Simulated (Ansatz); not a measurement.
Mg$_{2}$Al$_{2}$Se$_{5}$:
```cif
data_Al2Mg2Se5
_chemical_formula_sum 'Mg2 Al2 Se5'
_space_group_name_H-M_alt 'P 1'
_space_group_IT_number 1
_cell_length_a 3.87140
_cell_length_b 3.87140
_cell_length_c 16.08168
_cell_angle_alpha 90.000
_cell_angle_beta 90.000
_cell_angle_gamma 120.000
loop_
_space_group_symop_operation_xyz
  'x, y, z'
loop_
_atom_site_label
_atom_site_type_symbol
_atom_site_fract_x
_atom_site_fract_y
_atom_site_fract_z
_atom_site_occupancy
Mg1 Mg 0.33333 0.66667 0.59866 1
Mg2 Mg 0.66667 0.33333 0.40134 1
Al1 Al 0.33333 0.66667 0.17119 1
Al2 Al 0.66667 0.33333 0.82881 1
Se1 Se 0.66667 0.33333 0.10587 1
Se2 Se 0.33333 0.66667 0.89413 1
Se3 Se 0.66667 0.33333 0.68677 1
Se4 Se 0.33333 0.66667 0.31323 1
Se5 Se 0.00000 0.00000 0.50000 1
```

Relaxed with r²SCAN+D4. 

Question: HSE06 on this cell (Ansatz, a quantum-chemistry and plane-wave program, PAW) gives a gap of 2.15 eV. What does r²SCAN+D4 give?

Answer: 1.86 eV.

Cost on shared cores: the r²SCAN+D4 run (SCF on a 8×8×2 mesh, then bands and DOS) about 4 core-minutes (a rough figure), the HSE06 run (SCF on 5×5×1, then a few points) very roughly 5 core-minutes; the tasks are unlike.

Space group P-3m1. The workflow started from a Materials Project entry (that database holds measured and hypothetical structures alike); the Crystallography Open Database copy checked does not list it. Whether it is the stable phase at ambient conditions was not checked. The cell was relaxed with r²SCAN+D4 under the symmetry of its start; whether a distortion lowers the energy is not shown. Scalar-relativistic: spin–orbit coupling is off unless named, which matters more the heavier the elements.

Potentials: the later of the program's two PAW sets.

Ansatz is a plane-wave DFT program.
